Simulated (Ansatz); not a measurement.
MoPd:
```cif
data_MoPd
_chemical_formula_sum 'Pd1 Mo1'
_space_group_name_H-M_alt 'Pm-3m'
_space_group_IT_number 221
_space_group_name_Hall '-P 4 2 3'
_cell_length_a 3.11971
_cell_length_b 3.11971
_cell_length_c 3.11971
_cell_angle_alpha 90.000
_cell_angle_beta 90.000
_cell_angle_gamma 90.000
loop_
_atom_site_label
_atom_site_type_symbol
_atom_site_symmetry_multiplicity
_atom_site_Wyckoff_symbol
_atom_site_fract_x
_atom_site_fract_y
_atom_site_fract_z
_atom_site_occupancy
Pd1 Pd 1 a 0.00000 0.00000 0.00000 1
Mo1 Mo 1 b 0.50000 0.50000 0.50000 1
```

Relaxed with PBEsol.

### Question
Decompose the optical modes at the zone centre into irreducible representations, and say which are infrared and Raman allowed.

### Answer
Point group m-3m: Γ_opt = T1u. Infrared: T1u. Raman: none.

### Question
Assign frequencies (DFPT, PBEsol (plane waves, PAW; program Ansatz)).

### Answer
T1u 68 cm⁻¹.

The start of the workflow was typed in or built on a structure type; neither database checked (COD, Materials Project) lists it. Whether it is the stable phase at ambient conditions was not checked. The cell was relaxed with PBEsol under the symmetry of its start. At this level the phase is mechanically unstable. No spin polarisation was allowed. Its formation energy is positive at this level, so the cell may be metastable or incomplete. As this level gives no gap, phonon frequencies hold no LO–TO term and depend on the k-mesh and smearing (Fermi–Dirac, 0.1 eV here).

Potentials: the later of the program's two PAW sets.
